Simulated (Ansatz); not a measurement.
**Rb2WCl6, first-principles data**

Rb2WCl6:
```cif
data_Cl6Rb2W
_chemical_formula_sum 'W1 Rb2 Cl6'
_space_group_name_H-M_alt 'P 1'
_space_group_IT_number 1
_cell_length_a 6.74758
_cell_length_b 6.74758
_cell_length_c 6.74758
_cell_angle_alpha 60.000
_cell_angle_beta 60.000
_cell_angle_gamma 60.000
loop_
_space_group_symop_operation_xyz
  'x, y, z'
loop_
_atom_site_label
_atom_site_type_symbol
_atom_site_fract_x
_atom_site_fract_y
_atom_site_fract_z
_atom_site_occupancy
W1 W 0.00000 0.00000 0.00000 1
Rb1 Rb 0.25000 0.25000 0.25000 1
Rb2 Rb 0.75000 0.75000 0.75000 1
Cl1 Cl 0.24547 0.75453 0.75453 1
Cl2 Cl 0.75453 0.24547 0.75453 1
Cl3 Cl 0.75453 0.24547 0.24547 1
Cl4 Cl 0.24547 0.75453 0.24547 1
Cl5 Cl 0.75453 0.75453 0.24547 1
Cl6 Cl 0.24547 0.24547 0.75453 1
```

Space group Fm-3m (No. 225); conventional cell a = 9.5425 Å, b = 9.5425 Å, c = 9.5425 Å, α = 90.00°, β = 90.00°, γ = 90.00°.

Method: plane-wave PAW LDA (Ansatz code). Geometry: relaxed at this level of theory. Other levels are named where they apply.

### Cell and energy

* **Volume per atom**: 24.14 Å³
* **Density**: 4.34 g/cm³
* **Formation energy from the elements (no fitted shifts)**: -1.38 eV/atom

### Electronic structure

* **Electronic character**: metallic (no gap)
* **Density of states at the Fermi level**: 1.1 states/eV per atom (mean over ±0.08 eV)

### Mechanics

- Bulk modulus (Birch–Murnaghan fit) = 24.6 GPa
- Pressure derivative B′ = 7.1
- Elastic constants (relaxed ions, GPa) = C11 = 35.4, C12 = 19.2, C44 = 15.5
- Mechanical stability = stable (all eigenvalues of C positive)
- Hill bulk and shear moduli = 24.6 and 11.9 GPa
- Young's modulus = 30.8 GPa
- Poisson's ratio = 0.29
- Debye temperature from the elastic constants = 191 K

### Phonons

- Highest zone-centre frequency = 364 cm⁻¹
- Zone-centre stability = no imaginary mode at Γ

The workflow started from an entry of the Crystallography Open Database (COD, 293 K). Its standing as an ambient phase is unchecked. The LDA relaxation kept the symmetry of its start. No spin polarisation was allowed. As this level gives no gap, shear constants depend on the k-mesh and smearing (Fermi–Dirac, 0.1 eV here). As this level gives no gap, phonon frequencies hold no LO–TO term and depend on the k-mesh and smearing (Fermi–Dirac, 0.1 eV here). The references are the lowest solids computed at this level, not always the standard phases (solids in place of the gases). Spin–orbit coupling is left out wherever it is not named.

Potentials: the later of the program's two PAW sets.
